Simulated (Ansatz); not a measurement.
Structure relaxation, Bi

The start is a randomly generated symmetric cell of Bi (space group No. 183). The cell and all atomic positions are relaxed at zero pressure with PBE (plane waves to 420 eV, PAW, scalar-relativistic; Ansatz, a quantum-chemistry and plane-wave program). The first steps use a coarse 7×7×6 k-mesh.

Initial structure:
```yaml
crystal:
  lattice:
    - [5.76816, 0.00000, 0.00000]
    - [-2.88408, 4.99537, 0.00000]
    - [0.00000, 0.00000, 5.53128]
  atoms:
    - { symbol: Bi, position: [0.50000, 0.00000, 0.82800] }
    - { symbol: Bi, position: [0.00000, 0.50000, 0.82800] }
    - { symbol: Bi, position: [0.50000, 0.50000, 0.82800] }
    - { symbol: Bi, position: [0.00000, 0.00000, 0.96907] }
```

Problem. What pressure does the first self-consistent step give?

Solution. +18.9 GPa (positive: the cell is compressed).

Problem. What is the largest force in the starting geometry, and on which atom (counted from 1)?

Solution. 2.42 eV/Å, on Bi4 (atoms numbered as listed).

Problem. What band gap does the relaxed structure have at this level?

Solution. No gap (metallic).

Final values are on a 16×16×14 k-mesh of the relaxed cell. No spin polarisation in the result.

The run could not lose the symmetry of its start; a randomly shaken copy of 2 atoms returns to this structure.

The relaxed structure here is a generated cell of Bi: the first start was made by a random draw of sites in a space group, and the end was not matched to a known phase here, so it may be hypothetical. Known forms of Bi include space group No. 166.
